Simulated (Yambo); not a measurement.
Yambo run on KTaO3 (cubic perovskite, space group Pm-3m, No. 221). The wavefunctions are LDA (Quantum ESPRESSO, PseudoDojo norm-conserving, 84 Ry, no spin-orbit coupling) ones on a 4×4×4 mesh (20 occupied bands); a = b = c = 3.995 Å, α = β = γ = 90.00°.

Yambo input:

```
rim_cut
gw0
dyson
el_el_corr
HF_and_locXC
ppa
em1d
RandQpts= 1000000
RandGvec= 1 Ry
EXXRLvcs= 84 Ry
VXCRLvcs= 336 Ry
Chimod= "HARTREE"
% BndsRnXp
 2 | 70 |
%
NGsBlkXp= 2 Ry
% LongDrXp
 1.0 | 1.0 | 1.0 |
%
PPAPntXp= 27.2114 eV
% GbndRnge
 1 | 70 |
%
GTermKind= "BG"
DysSolver= "n"
ExtendOut
% QPkrange
 1 | 1 | 20 | 21 |
 10 | 10 | 20 | 20 |
%
```

k points by index: 1 = Γ, 10 = R.

Table of the .qp output:

```
#    K-point    Band    Eo [eV]    E [eV]    E-Eo [eV]    Vxc [eV]    Vnlxc [eV]    Sc|Eo [eV]    Sc|E [eV]    dSc/dw|Eo [eV]    Re(Z)    Im(Z)
#
    1    20    -0.644707    -1.223556    -0.578849    -20.12854    -25.24998    4.400426    4.542592    -6.681531    0.802861    -0.001349
    1    21    2.077769    3.573234    1.495464    -14.94612    -9.280617    -3.869838    -4.170039    -5.462051    0.832828    -0.001086
    10    20    0.000000    -0.554064    -0.554064    -19.89046    -25.08755    4.503779    4.643022    -6.836918    0.799197    -0.001289
```
(The two width columns are left out.) Convergence of these settings isn't established.

Geometry of the Materials Project entry, not relaxed at this level.
